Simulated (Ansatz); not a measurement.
Relaxed-ion elastic tensor of AlPd₃N (anti-perovskite, Pm-3m) in GPa (Voigt order), DFT-PBEsol in the program Ansatz with PAW potentials; density 8.83 g/cm³, 13.55 Å³ per atom.

```
     1    2    3     4     5     6
-  ---  ---  ---  ----  ----  ----
1  312  134  134   0.0   0.0   0.0
2  134  312  134   0.0   0.0   0.0
3  134  134  312   0.0   0.0   0.0
4  0.0  0.0  0.0  30.0   0.0   0.0
5  0.0  0.0  0.0   0.0  30.0   0.0
6  0.0  0.0  0.0   0.0   0.0  30.0
```

Question: Is the crystal mechanically stable?

Answer: Yes: the smallest eigenvalue of C is 30.0 GPa.

Question: Work out the Voigt, Reuss and Hill averages.

Answer: K_V = 194, K_R = 194, K_H = 194; G_V = 53.5, G_R = 40.8, G_H = 47.1 GPa.

Question: Give Young's modulus, Poisson's ratio, Pugh's ratio and the universal anisotropy index.

Answer: E = 9KG/(3K + G) = 131 GPa; ν = 0.39; K/G = 4.11 (ductile by the Pugh limit of 1.75); A_U = 5G_V/G_R + K_V/K_R − 6 = 1.55.

Question: Estimate the sound speeds and the Debye temperature.

Answer: v_l = √((K + 4G/3)/ρ) = 5390 m/s, v_t = √(G/ρ) = 2310 m/s, mean 2610 m/s; Θ = (h/k)(3n/4πV)^(1/3) v_m = 326 K.

Question: Give the Zener ratio and Young's modulus along [100], [110] and [111].

Answer: A = 2C44/(C11 − C12) = 0.34; 1/E = S11 − 2(S11 − S12 − S44/2)Γ with Γ = 0, 1/4, 1/3 gives 231, 102, 85.5 GPa.

The start of the workflow was typed in or built on a structure type; neither database checked (COD, Materials Project) lists it. Whether it is the stable phase at ambient conditions was not checked. The PBEsol relaxation kept the symmetry of its start. At this level the phase is dynamically unstable (imaginary phonons). No spin polarisation was allowed. As this level gives no gap, shear constants depend on the k-mesh and smearing (Fermi–Dirac, 0.1 eV here).

Potentials: the later of the program's two PAW sets.
